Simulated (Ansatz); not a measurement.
A generated cell, not matched to a known phase here, of GaPt: P6/mmm (No. 191), hP6, AFLOW prototype AB_hP6_191_f_ad (B35, as in CoSn); a = b = 5.439 Å, c = 4.257 Å, α = β = 90.00°, γ = 120.00°; Pt 3f (0.000, 0.500, 0.000); Ga 2d (0.333, 0.667, 0.500); Ga 1a (0.000, 0.000, 0.000). Calculation: PBE (plane waves to 420 eV, PAW, scalar-relativistic; Ansatz, an electronic-structure program). Element references, the lowest calculated here: Pt (Fm-3m), Ga (Cmce).

Q: Estimate the formation energy of this P6/mmm form of GaPt from the elements that PBE returns for this input.

A: -0.56 eV/atom.

A lower structure of this composition may exist.

Static energies, no anion corrections, no zero-point energy. Values are rounded to 0.01 eV/atom. Not shown to be the ambient phase of their composition (a lower form may be missing, and a cell relaxed within its start's symmetry can be a saddle point): GaPt (P6/mmm). Spin-orbit coupling is missing from these energies, which matters for elements this heavy. The compounds carry no spin polarisation.
